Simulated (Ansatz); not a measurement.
Polymorphs of InAs, each relaxed with the program Ansatz at the r²SCAN level (PAW):

A: wurtzite (P6_3mc)
a = 4.3104 Å, b = 4.3104 Å, c = 7.0828 Å, α = 90.00°, β = 90.00°, γ = 120.00°

```tsv
atom	site	symmetry	x	y	z
In	2b	3m.	0.3333	0.6667	0.0006
As	2b	3m.	0.3333	0.6667	0.3749
```

B: zinc blende (F-43m)
a = b = c = 6.108 Å, α = β = γ = 90.00°

```tsv
atom	site	symmetry	x	y	z
In	4a	-43m	0.0000	0.0000	0.0000
As	4d	-43m	0.7500	0.7500	0.7500
```

C: Pa-3
a = 7.474 Å, b = 7.474 Å, c = 7.474 Å, α = 90.00°, β = 90.00°, γ = 90.00°

```csv
atom,site,symmetry,x,y,z
In,8c,.3.,0.3420,0.3420,0.3420
As,8c,.3.,0.1399,0.1399,0.1399
```

Q: Put the candidates in order of energy per atom at 0 K, lowest first, for r²SCAN.

A: B (+0 meV/atom), A (+7 meV/atom), C (+118 meV/atom)

Q: Give each one's gap.

A: A 0.14 eV; B 0.08 eV; C no gap.

Not the usual ambient phase: A; C. All cells were relaxed under the symmetry of their starts (and spin orders); stability against distortions was not tested throughout. Scalar-relativistic: spin–orbit coupling is off unless named, which matters more the heavier the elements.

Energies hold the estimated change up to a 700 eV cutoff; steps of a few meV lie near the error of the meshes.

Potentials: the later of the program's two PAW sets.
